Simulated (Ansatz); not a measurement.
Si:
```cif
data_Si8
_chemical_formula_sum 'Si8'
_space_group_name_H-M_alt 'P 1'
_space_group_IT_number 1
_cell_length_a 4.84439
_cell_length_b 4.84439
_cell_length_c 4.84439
_cell_angle_alpha 90.000
_cell_angle_beta 90.000
_cell_angle_gamma 90.000
loop_
_space_group_symop_operation_xyz
  'x, y, z'
loop_
_atom_site_label
_atom_site_type_symbol
_atom_site_fract_x
_atom_site_fract_y
_atom_site_fract_z
_atom_site_occupancy
Si1 Si 0.25000 0.00000 0.50000 1
Si2 Si 0.75000 0.00000 0.50000 1
Si3 Si 0.00000 0.50000 0.25000 1
Si4 Si 0.00000 0.50000 0.75000 1
Si5 Si 0.50000 0.25000 0.00000 1
Si6 Si 0.50000 0.75000 0.00000 1
Si7 Si 0.00000 0.00000 0.00000 1
Si8 Si 0.50000 0.50000 0.50000 1
```

Relaxed with r²SCAN.

Q: Which orbitals make up the states near the Fermi level in r²SCAN in the plane-wave PAW code Ansatz?

A: Within 0.5 eV of the Fermi level: Si 3p 68 %, Si 3s 23 %, outside the projected shells 9 %. Projections are on Löwdin-orthogonalised atomic valence shells; empty p or d shells of many metals are not among them.

Q: Tabulate the density of states.

A: States/eV per cell of 8 atoms, in 0.25 eV bins, energy from the Fermi level.

| E (eV) | total | Si 3p | Si 3s |
|---|---|---|---|
| -7.85 | 2.30 | 1.42 | 0.86 |
| -7.60 | 2.40 | 1.52 | 0.86 |
| -7.35 | 2.08 | 1.33 | 0.74 |
| -7.10 | 2.07 | 1.34 | 0.72 |
| -6.85 | 2.17 | 1.45 | 0.70 |
| -6.60 | 2.76 | 1.88 | 0.84 |
| -6.35 | 2.41 | 1.70 | 0.68 |
| -6.10 | 2.61 | 1.92 | 0.65 |
| -5.85 | 2.45 | 1.84 | 0.57 |
| -5.60 | 2.13 | 1.56 | 0.53 |
| -5.35 | 2.17 | 1.52 | 0.61 |
| -5.10 | 2.65 | 1.76 | 0.83 |
| -4.85 | 2.68 | 1.89 | 0.73 |
| -4.60 | 1.92 | 1.30 | 0.56 |
| -4.35 | 2.18 | 1.44 | 0.67 |
| -4.10 | 2.57 | 1.58 | 0.89 |
| -3.85 | 2.81 | 1.70 | 1.00 |
| -3.60 | 3.46 | 2.20 | 1.11 |
| -3.35 | 2.49 | 1.65 | 0.74 |
| -3.10 | 2.51 | 1.62 | 0.78 |
| -2.85 | 2.79 | 1.81 | 0.84 |
| -2.60 | 3.00 | 1.96 | 0.89 |
| -2.35 | 2.94 | 1.91 | 0.86 |
| -2.10 | 2.99 | 1.97 | 0.84 |
| -1.85 | 2.95 | 1.95 | 0.81 |
| -1.60 | 3.06 | 2.03 | 0.83 |
| -1.35 | 3.47 | 2.27 | 0.96 |
| -1.10 | 2.71 | 1.79 | 0.71 |
| -0.85 | 2.74 | 1.81 | 0.72 |
| -0.60 | 3.24 | 2.15 | 0.82 |
| -0.35 | 3.33 | 2.25 | 0.78 |
| -0.10 | 3.15 | 2.15 | 0.72 |
| 0.15 | 2.93 | 1.97 | 0.69 |
| 0.40 | 3.25 | 2.18 | 0.75 |
| 0.65 | 3.62 | 2.48 | 0.77 |
| 0.90 | 3.44 | 2.38 | 0.70 |
| 1.15 | 2.94 | 2.05 | 0.57 |
| 1.40 | 3.34 | 2.33 | 0.63 |
| 1.65 | 3.94 | 2.74 | 0.72 |
| 1.90 | 3.78 | 2.65 | 0.65 |
| 2.15 | 3.25 | 2.28 | 0.54 |
| 2.40 | 3.41 | 2.41 | 0.56 |
| 2.65 | 3.74 | 2.65 | 0.59 |
| 2.90 | 3.69 | 2.66 | 0.52 |
| 3.15 | 4.02 | 2.94 | 0.50 |
| 3.40 | 3.82 | 2.80 | 0.48 |
| 3.65 | 3.79 | 2.79 | 0.46 |

Space group Pm-3n (A15 (β-W type)). A made-up cell: these elements were put on the sites of a structure type; the Crystallography Open Database copy checked does not list it. It is not the phase usual at ambient conditions (space group No. 227). The cell was relaxed with r²SCAN under the symmetry of its start; its stability against distortions is not shown here.

Potentials: the earlier of the program's two PAW sets.
